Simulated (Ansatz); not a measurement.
A crystal relaxed with r2SCAN in the PAW code Ansatz has space group I-42m (No. 121) and a = 5.224 Å, c = 10.338 Å.

```json
{"atom": "N", "site": "2a", "x": "0.0000", "y": "0.0000", "z": "0.0000"}
{"atom": "Xx", "site": "8i", "x": "0.2811", "y": "0.2811", "z": "0.3856"}
{"atom": "P", "site": "4d", "x": "0.5000", "y": "0.0000", "z": "0.2500"}
{"atom": "P", "site": "2b", "x": "0.5000", "y": "0.5000", "z": "0.0000"}
```

The r2SCAN gap is indirect, 1.23 eV (S₀–Γ (0.97 of the way from S₀) to Γ), below the direct gap of 1.24 eV at Γ. Least and direct gap differ so little that the kind isn't settled. The HSE06 gap is indirect, 1.688 eV (S₀–Γ (0.97 of the way from S₀) to Γ), below the direct gap of 1.691 eV at Γ. Least and direct gap differ so little that the kind isn't settled. Meshes: r2SCAN 8×8×8, HSE06 4×4×4.

**Question.** Which element is Xx?
A. B
B. In
C. Al
D. Ga

**Answer.** D. Xx is Ga: Ga₄P₃N as one 8-atom ordering (I-42m) on the zincblende lattice. Around N lie 4 Ga at 2.00 Å; around Ga lie 1 N at 2.00 Å and 3 P at 2.33–2.39 Å; around P lie 4 Ga at 2.33 Å; around P lie 4 Ga at 2.39 Å.

Values at 0 K without nuclear motion; spin polarisation is off, and the phase may be a hypothetical one.

Where an edge lies off the special points, it is a point of the mesh or the k point where a search put PBE's edge or least direct gap, reused for the other functionals, whose own edges may lie a little apart.

The meshes of the hybrids are coarse, so their gaps aren't converged to the digits shown.
